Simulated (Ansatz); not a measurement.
CdS:
```xyz
4
Lattice="4.1966 0.0000 0.0000 -2.0983 3.6344 0.0000 0.0000 0.0000 6.8284" Properties=species:S:1:pos:R:3 pbc="T T T"
Cd     2.0983     1.2115     0.0061
Cd     0.0000     2.4229     3.4203
S      2.0983     1.2115     4.2630
S      0.0000     2.4229     0.8488
```

The program Ansatz at the PBE level (PAW) gives a gap of 1.11 eV without spin–orbit coupling, maximum at Γ, minimum at Γ.

Task: What happens when spin–orbit coupling is switched on?

Result: The gap drops by 0.01 eV, to 1.10 eV; maximum at Γ, minimum at Γ.

Task: Give the electron effective mass with spin–orbit coupling.

Result: 0.12, 0.13, 0.13 mₑ (principal values).

Task: Give the hole effective mass with spin–orbit coupling.

Result: 0.26, 0.26, 1.8 mₑ (principal values).

Space group P6_3mc (wurtzite). The PBE relaxation kept the symmetry of its start; phonons on a q-mesh show no instability.

Potentials: the later of the program's two PAW sets.
